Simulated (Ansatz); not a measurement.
A short materials screen. A metal film that reacts with Ge consumes substrate; on a shallow junction the depth consumed per thickness of contact matters as much as the driving force.

The reference row is NiGe. 5 nm of metal is deposited and fully reacted. All products have no gap at this level.

Methods, by column (Ansatz, a plane-wave PAW program): volume per atom: r²SCAN, relaxed cell; metal volume, Ge volume: r²SCAN, the element in its room-temperature structure; ΔH_f: r²SCAN, 0 K, against the elements in the same set-up, no fitted corrections.

Runs started from generated or typed cells of the structure named: NiGe. Not checked to be the ambient phase: MoGe2 (Pnma, oP12). No claim is made that these are known or stable phases: VGe2 (P6₂22, hP9); V5Ge3 (I4/mcm, tI32). Magnetic states: VGe2 (P6₂22, hP9) ferromagnetic, as set for this run. Functionals of the SCAN family are commonly reported to give itinerant 3d magnets too large moments and volumes. Run without spin polarisation: NiGe, V5Ge3 (I4/mcm, tI32). Spin–orbit coupling is left out unless named. No other phase of the formula is at hand at the same level beside VGe2 (P6₂22, hP9). ΔH_f counts from the lowest computed solid of each element: Ge (Fd-3m), Mo (Im-3m), Ni (Fm-3m, ferromagnetic), V (Im-3m).

Definitions used: Ge consumed = metal thickness × y × V(Ge)/V(metal); product = metal thickness × (1 + y) × V/V(metal); ratio = consumed/product; volume change = product/(metal + consumed) − 1.

| crystal | Ge atoms per metal atom | V (Å³/atom) | V of the metal (Å³/atom) | V of Ge (Å³/atom) | ΔH_f (eV/atom) | Ge consumed (nm) | product thickness (nm) | consumed per nm of product | volume change (%) |
|---|---|---|---|---|---|---|---|---|---|
| NiGe (Pnma), reference | 1.000 | 13.30 | 10.52 | 22.83 | −0.265 | 10.85 | 12.64 | 0.86 | −20 |
| VGe2 (P6₂22, hP9) | 2.000 | 14.44 | 13.26 | 22.83 | −0.133 | 17.22 | 8.98 | 1.92 | −60 |
| V5Ge3 (I4/mcm, tI32) | 0.600 | 13.61 | 13.26 | 22.83 | −0.413 | 5.17 | 8.21 | 0.63 | −19 |
| MoGe2 (Pnma, oP12) | 2.000 | 15.70 | 15.63 | 22.83 | −0.147 | 14.61 | 15.07 | 0.97 | −23 |

Q: A slip was made in one value of «product thickness (nm)» and carried on. Locate it and redo the row.

A: The row of VGe2 (P6₂22, hP9) shows 8.98. From its own inputs, product thickness: 5 × (1 + 2.000) × 14.44/13.26 = 16.33 nm. Carried on: Ge consumed per nm of product: 17.22/16.33 = 1.05; volume change: 100 × (16.33/(5 + 17.22) − 1) = −27 %. The other rows agree with the rules.

With the correction: In order of Ge consumed per nm of product, lowest first: V5Ge3 (I4/mcm, tI32) (0.63 ± 0.020), NiGe (0.86 ± 0.027), MoGe2 (Pnma, oP12) (0.97 ± 0.031), VGe2 (P6₂22, hP9) (1.05 ± 0.033). The ± follows from allowances picked for this note (volume per atom 1 %, metal volume 1 %, 3 % for the model), carried to first order and added in quadrature; ≈ joins neighbours closer than their two ± added in quadrature. On this figure 1 of 3 candidates do clearly better than the reference.

Which phase forms first is kinetic; barrier heights, resistivities and agglomeration are not treated. Phases over 50 meV/atom above the lowest one at hand were not drawn (by r²SCAN where it compared them, else by the largest value; a layered or molecular lowest phase counts only with a dispersion term); other phases could lie lower still. The rows are a sample and no shortlist: familiar crystals first, some related and some not, whatever their agreement with measurement; tables with many equal figures were not kept. Limits of the draw: ΔH_f under −0.03 eV/atom; for ΔH_f, runs without a dispersion term, no Mn, and elements whose lowest cell is their usual one. As a rule kept out of such tables: 4f compounds, open-shell compounds run without a Hubbard term, cells found unstable in the tests at hand, cells close to a higher symmetry, and runs set to a pressure or over 12 % in volume from the crystal's fullest run.
